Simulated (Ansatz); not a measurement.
Space group P6_3/mmc (No. 194). a = 2.522 Å, b = 2.522 Å, c = 16.553 Å, α = 90.00°, β = 90.00°, γ = 120.00°
```tsv
atom	site	symmetry	x	y	z
C	4e	3m.	0.0000	0.0000	0.0467
C	4f	3m.	0.3333	0.6667	0.0779
C	4f	3m.	0.3333	0.6667	0.1712
C	4f	3m.	0.3333	0.6667	0.7974
```

Equation of state of this C structure (not necessarily the ground state), with shape and atoms relaxed at each volume where symmetry leaves them free. Theory: Ansatz, DFT PBE, scalar-relativistic, plane waves, PAW.

Cutoff 420 eV; k points 12×12×2 on the computed 16-atom cell (Γ-centred); Gaussian smearing, width 0.02 eV; no spin polarisation.

| V (Å³/atom) | E − E(largest V) (meV/atom) | P (GPa) | gap on mesh (eV) |
| --- | --- | --- | --- |
| 5.014 | 68.97 | 69.97 | 4.72 |
| 5.185 | 6.01 | 48.57 | 4.64 |
| 5.356 | -35.68 | 30.04 | 4.55 |
| 5.527 | -58.94 | 13.96 | 4.48 |
| 5.698 | -66.23 | 0.00 | 4.40 |
| 5.868 | -59.61 | -12.12 | 4.33 |
| 6.039 | -40.95 | -22.64 | 4.26 |
| 6.267 | 0.00 | -34.53 | 4.17 |

Q: Fit a third-order Birch–Murnaghan equation to E(V).

A: V0 = 5.70 Å³/atom, B0 = 433 GPa, B0' = 3.7.

The gaps are read on the mesh, which can miss the band edges, so they can be too wide.

Cost: 8 runs of about 12 core-minutes in all, on Intel Xeon Processor @ 2.50GHz (Skylake/Cascade Lake) (shared hosts).